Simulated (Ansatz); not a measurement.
Relax this structure to zero stress and force, keeping its symmetry:

```
CELL_PARAMETERS angstrom
-3.35400 3.35400 2.71850
3.35400 -3.35400 2.71850
3.35400 3.35400 -2.71850
ATOMIC_POSITIONS crystal
Zr 0.15430 0.65430 0.80860
Zr 0.65430 0.84570 0.50000
Zr 0.84570 0.34570 0.19140
Zr 0.34570 0.15430 0.50000
Ga 0.75000 0.75000 0.00000
Ga 0.25000 0.25000 0.00000
```

Level of theory: DFT r2SCAN, scalar-relativistic, plane waves, PAW in Ansatz 0.2.0.

Cutoff 500 eV; k points 8×8×8 on the computed 6-atom cell (Γ-centred); Gaussian smearing, width 0.10 eV; no spin polarisation.

**Question.** What does it relax to?

**Answer.** The volume decreases by 0.04 Å³/atom to 20.35 Å³/atom, and the energy falls by 0.1 meV/atom. Final structure:
```xyz
6
Lattice="-3.3521 3.3521 2.7162 3.3521 -3.3521 2.7162 3.3521 3.3521 -2.7162" Properties=species:S:1:pos:R:3 pbc="T T T"
Zr    4.3830    1.0309    0.0000
Zr    2.3212    1.0309    2.7162
Zr   -1.0309    2.3212    2.7162
Zr    1.0309    2.3212    0.0000
Ga    0.0000    0.0000    4.0744
Ga    0.0000    0.0000    1.3581
```

Course of the relaxation (steps run on the plane waves of an earlier cell, and the basis is chosen afresh near the end, so energy and pressure can step there; trial steps that raised the energy were taken back; energies are free energies):

```csv
step,E − E_final (meV/atom),largest force component (eV/Å),P (GPa),V (Å³/atom)
1,0.1,0.037,-0.16,20.39
2,0.3,0.071,0.22,20.30
3,0.0,0.002,0.02,20.35
4,0.0,0.002,0.02,20.35
```

Cost: 1 run of about 3.3 core-minutes, on Arm Neoverse V1 (shared hosts).